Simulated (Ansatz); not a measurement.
Space group P-4m2 (No. 115). a = 3.459 Å, b = 3.459 Å, c = 9.351 Å, α = 90.00°, β = 90.00°, γ = 90.00°
| atom | site | symmetry | x | y | z |
| --- | --- | --- | --- | --- | --- |
| Zn | 2g | 2mm. | 0.5000 | 0.0000 | 0.6608 |
| Zn | 2g | 2mm. | 0.0000 | 0.5000 | 0.8883 |
| S | 1c | -4m2 | 0.5000 | 0.5000 | 0.5000 |
| O | 2e | 2mm. | 0.0000 | 0.0000 | 0.7761 |
| O | 1b | -4m2 | 0.5000 | 0.5000 | 0.0000 |

Equation of state of this Zn4SO3 structure (not necessarily the ground state), with shape and atoms relaxed at each volume where symmetry leaves them free. These are results of DFT PBE, scalar-relativistic, plane waves, PAW in Ansatz 0.2.0, not measurements.

Cutoff 420 eV; k points 10×10×4 on the computed 8-atom cell (Γ-centred); Gaussian smearing, width 0.01 eV; no spin polarisation.

```
V (Å³/atom)  E − E(largest V) (meV/atom)  P (GPa)  gap on mesh (eV)
     12.305                        40.90    16.26              0.86
     12.725                         4.15    11.94              0.52
     13.144                       -21.01     7.46              0.34
     13.564                       -35.13     3.46              0.22
     13.983                       -39.53     0.00              0.13
     14.403                       -35.51    -2.98              0.08
     14.822                       -24.28    -5.53              0.03
     15.382                         0.00    -8.32              0.00
```

Problem. Fit a third-order Birch–Murnaghan equation, E = E0 + (9V0B0/16)·[(x − 1)³B0' + (x − 1)²(6 − 4x)] with x = (V0/V)^(2/3), to E(V).

Solution. V0 = 13.99 Å³/atom, B0 = 105 GPa, B0' = 3.4.

The cell was found from a structure generator's guess, not taken from experiment.
